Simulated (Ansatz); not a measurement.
# Fermi surface of Os (P6_3/mmc)

```
CELL_PARAMETERS angstrom
2.72964 0.00000 0.00000
-1.36482 2.36394 0.00000
0.00000 0.00000 4.30758
ATOMIC_POSITIONS crystal
Os 0.33333 0.66667 0.25000
Os 0.66667 0.33333 0.75000
```

Unless marked otherwise, the numbers come from PBEsol, all-electron LAPW in Ansatz 0.2.0, scalar-relativistic. k mesh 14×14×8, fine mesh 24×24×12, Fermi-Dirac smearing of 0.100 eV, basis error target 1 meV/atom. The cell was relaxed by PAW under this functional.

Levels and slopes are solved on a 24×24×12 mesh, and each state is taken as quadratic over its cell.

Question: What is the density of states at the Fermi level, and which bare Sommerfeld coefficient follows?

Answer: N(E_F) = 0.589 states/eV/atom (both spins), so γ = (π²/3) k_B² N(E_F) = 1.39 mJ/(mol-atom K²) without electron-phonon or spin-fluctuation enhancement.

Question: What Drude plasma energy and σ/τ do the band velocities give?

Answer: (ħω_p,α)² = (e²/ε₀VN_k) Σ_nkσ (∂E/∂k_α)² δ(E − E_F) gives ħω_p = (8.18, 8.18, 9.65) eV along x, y, z, and σ/τ = ε₀ω_p² = 13.7×10²⁰ Ω⁻¹m⁻¹s⁻¹ along x. Weighted by the density of states, the mean Fermi speed is 0.812×10⁶ m/s; the surface has an area of 28.1 Å⁻² for each spin direction.

Question: Which bands cross the Fermi level, and what do they carry?

Answer: 

```csv
band,filled part,N (states/eV/cell),speed (10⁶ m/s),5th to 95th percentile,area (Å⁻²),filling
1,0.99,0.045,1.04,0.87 to 1.32,1.37,nearly full
2,0.65,0.53,0.79,0.52 to 1.00,12.3,partly filled
3,0.21,0.332,0.827,0.64 to 1.09,8.06,partly filled
4,0.15,0.271,0.797,0.67 to 1.03,6.34,partly filled
```

Question: Map the plane k₃ = 0 of the mesh: how many bands lie under the Fermi level at each point, counted from the least on the plane?

Answer: k₁ runs to the right and k₂ upwards, each from −½ to ½ with 0 in the middle (the axes needn't be at right angles):
```
000000110000000000000000
000000111000000000000000
000000111100000000000000
000000222220000000000000
000002222222200000000000
011122333333322111000000
011122333333332211100000
001122333333333221100000
000122333333333322100000
000022333333333332200000
000002333333333333200000
000002333333333333320000
000000233333333333320000
000000223333333333322000
000000122333333333322100
000000112233333333322110
000000111223333333322111
000000011122333333322111
000000000000222222220000
000000000000002222200000
000000000000000111100000
000000000000000011100000
000000000000000001100000
000000000000000000000000
```

Question: On PAW files the program sums the optical response inside the mesh cells, interband lines and its own Drude term. Where does ε₁ rise through zero (a sharp plasmon if ε₂ is small there), and how much light is reflected?

Answer: 

```
Fine mesh                         : 24, 24, 12
Window top                        : 20 eV
Line width                        : 0.1 eV
Drude damping                     : 0.03 eV
ε₁ rises through zero at x        : 1.47, 9.73, 10.47, 14.01 eV
ε₂ there x                        : 7.05, 3.56, 4.09, 2.24
ε₁ rises through zero at z        : 2.05, 9.94, 13.55, 14.63 eV
ε₂ there z                        : 13.5, 3.92, 2.76, 2.71
Plasma energy (x, y, z)           : 8.072, 8.072, 9.496 eV
Reflectivity at 1 eV, x-polarised : 0.9041
Reflectivity at 2 eV, x-polarised : 0.4697
Reflectivity at 3 eV, x-polarised : 0.6912
```

The plasma energy here is the program's own sum at the run's smearing; it differs from the value above by up to 2 %, through mesh and smearing.

Question: What does PAW give for the same cell?

Answer: N(E_F) = 0.589 states/eV/atom and ħω_p,x = 8.18 eV.

Keep in mind: no spin-orbit coupling on heavy atoms; these sums move with the mesh, by several per cent and more for small sheets; frozen-core PAW files fitted under PBE, their cores solved anew for the functional of the run.
